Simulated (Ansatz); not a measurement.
Nb2Tc in space group Fmmm (No. 69; Nb on 8i, Tc on 4a), r²SCAN in the plane-wave PAW code Ansatz, all energies at zero smearing, with the estimated change up to a 700 eV cutoff added, with one set of potentials and settings (totals compare only within such a set). Cell of 3 atoms (2 Nb, 1 Tc): -14537.349 eV.

```csv
element,reference phase,E (eV/atom)
Nb,"Im-3m, 1 atoms in the cell",-4563.6321
Tc,"P6_3/mmc, 2 atoms in the cell",-5409.6038
```

Formation energy per atom, worked out: (-14537.349 − 2×(-4563.6321) − 1×(-5409.6038))/3 = -0.160 eV/atom (-15 kJ per mol of atoms), at 0 K, without zero-point energy or fitted corrections.

The first step of the workflow began from a Materials Project structure, measured or hypothetical; the Crystallography Open Database copy checked does not list it. With Nb and Tc taken as one species the cell has the higher symmetry Im-3m, so it may be an ordered model of a mixed-site phase. Whether it is the stable phase at ambient conditions was not checked. Symmetry was held in the r²SCAN relaxation; whether a distortion lowers the energy is not shown. The run is not spin-polarised. The references are the lowest solids computed at this level, not always the standard phases.

Potentials: the later of the program's two PAW sets.
